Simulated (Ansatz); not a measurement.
Ba₄Sb₂O:
Space group I4/mmm (No. 139); a = 5.2030 Å, b = 5.2030 Å, c = 18.0753 Å, α = 90.00°, β = 90.00°, γ = 90.00°

```tsv
atom	site	symmetry	x	y	z
Ba	4e	4mm	0.0000	0.0000	0.3295
Ba	4c	mmm.	0.0000	0.5000	0.0000
Sb	4e	4mm	0.0000	0.0000	0.1375
O	2b	4/mmm	0.0000	0.0000	0.5000
```
(The calculation used a cell of 7 atoms; values per cell refer to that cell.)

Relaxed with PBEsol. The program Ansatz at the PBEsol level (PAW) gives a gap of 0.53 eV.

### Question
What gap does HSE06 give on the same cell (Ansatz, PAW)?

### Answer
1.11 eV, 0.58 eV more. The hybrid was solved on a coarser mesh and at special points; the gap given is the minimum over both.

```json
[
 {"k": "Γ", "v1 PBEsol": "-0.10", "c1 PBEsol": "0.98", "v1 HSE06": "[?]", "c1 HSE06": "[?]"},
 {"k": "M", "v1 PBEsol": "0.00", "c1 PBEsol": "0.53", "v1 HSE06": "0.00", "c1 HSE06": "1.11"},
 {"k": "X", "v1 PBEsol": "-0.58", "c1 PBEsol": "1.14", "v1 HSE06": "-0.65", "c1 HSE06": "1.79"},
 {"k": "P", "v1 PBEsol": "-0.51", "c1 PBEsol": "1.33", "v1 HSE06": "[?]", "c1 HSE06": "[?]"},
 {"k": "N", "v1 PBEsol": "-0.77", "c1 PBEsol": "1.69", "v1 HSE06": "[?]", "c1 HSE06": "[?]"},
 {"k": "S0", "v1 PBEsol": "-0.64", "c1 PBEsol": "1.58", "v1 HSE06": "[?]", "c1 HSE06": "[?]"},
 {"k": "R", "v1 PBEsol": "-0.56", "c1 PBEsol": "1.16", "v1 HSE06": "-0.63", "c1 HSE06": "1.80"}
]
```

### Question
Top valence (v1) and lowest conduction level (c1) in eV from each method's valence maximum (which need not be a listed point): supply the withheld HSE06 values.

### Answer

- N, v1 HSE06: -0.79
- N, c1 HSE06: 2.39
- Γ, v1 HSE06: -0.08
- Γ, c1 HSE06: 1.58
- P, v1 HSE06: -0.59
- P, c1 HSE06: 1.99
- S0, v1 HSE06: -0.69
- S0, c1 HSE06: 2.28

Cost on shared cores: the PBEsol run (SCF on a 8×8×8 mesh, then bands and DOS) about 2.7 core-minutes (a rough figure), the HSE06 run (SCF on 5×5×5, then a few points) very roughly 40 core-minutes; the tasks are unlike.

The first step of the workflow began from a Materials Project structure, measured or hypothetical; the Crystallography Open Database files this formula in space group No. 139, but the cells were not matched. Whether it is the stable phase at ambient conditions was not checked. The cell was relaxed with PBEsol under the symmetry of its start; its stability against distortions is not shown here. Scalar-relativistic: spin–orbit coupling is off unless named, which matters more the heavier the elements.

Potentials: the later of the program's two PAW sets.
